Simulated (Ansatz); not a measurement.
LiH:
```
CELL_PARAMETERS angstrom
      0.00000     2.00340     2.00340
      2.00340     0.00000     2.00340
      2.00340     2.00340     0.00000
ATOMIC_POSITIONS crystal
  Li 0.00000 0.00000 0.00000
  H  0.50000 0.50000 0.50000
```

x, y and z are the axes in which the lattice vectors are written.

Give the high-frequency dielectric tensor and the Born effective charge tensors of the independent atoms from DFPT, the program Ansatz at the PBE level (PAW).


ε∞:
```
4.38  0.00  0.00
0.00  4.38  0.00
0.00  0.00  4.38
```
Z* of atom 1 (Li), rows: field, columns: displacement, in e:
```
1.02  0.00  0.00
0.00  1.02  0.00
0.00  0.00  1.02
```
Z* of atom 2 (H), rows: field, columns: displacement, in e:
```
-1.02   0.00   0.00
 0.00  -1.02   0.00
 0.00   0.00  -1.02
```

Static charges for comparison (Bader): Li1 +0.85, H2 -0.85 e. Born charges measure polarisation by displacement and can exceed these by far.

Space group Fm-3m (rock salt). The cell was relaxed with PBE under the symmetry of its start; phonons on a q-mesh show no instability.

Potentials: the later of the program's two PAW sets.
